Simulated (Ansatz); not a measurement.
Cd₃AsI₃ in space group Pm (No. 6; Pearson symbol mP7), DFT-r²SCAN in the program Ansatz with PAW potentials. The conduction-band minimum lies at Γ, with 1 equivalent valley. Second derivatives d²E/dk² of the lowest band at one valley (eV·Å²), along Cartesian directions:

```json
[
 {"direction": "[100]", "d²E/dk²": "37.51"},
 {"direction": "[010]", "d²E/dk²": "60.70"},
 {"direction": "[001]", "d²E/dk²": "45.85"},
 {"direction": "[110]", "d²E/dk²": "49.16"},
 {"direction": "[101]", "d²E/dk²": "40.10"},
 {"direction": "[011]", "d²E/dk²": "53.30"}
]
```

Q: Find the principal effective masses, the density-of-states mass and the conductivity mass.

A: Off-diagonal terms follow from H_xy = H[110] − (H_xx + H_yy)/2, and m*/mₑ = 7.620 eV·Å² over each eigenvalue: 0.13, 0.17, 0.20. One valley's DOS mass (m₁m₂m₃)^(1/3) = 0.16, conductivity mass 3/(Σ 1/mᵢ) = 0.16 mₑ.

Q: What effective density of states Nc follows at 300 K for parabolic valleys?

A: Nc = 2.509e19 × 1 × (0.16)^(3/2) ≈ 1.6e18 cm⁻³.

The workflow started from a Materials Project entry (that database holds measured and hypothetical structures alike); the Crystallography Open Database copy checked does not list it. Whether it is the stable phase at ambient conditions was not checked. Symmetry was held in the r²SCAN relaxation; its stability against distortions is not shown here. Scalar-relativistic: spin–orbit coupling is off unless named, which matters more the heavier the elements.

Potentials: the later of the program's two PAW sets.

Edges and masses are those of Kohn–Sham bands, whose gap is no quasiparticle gap.
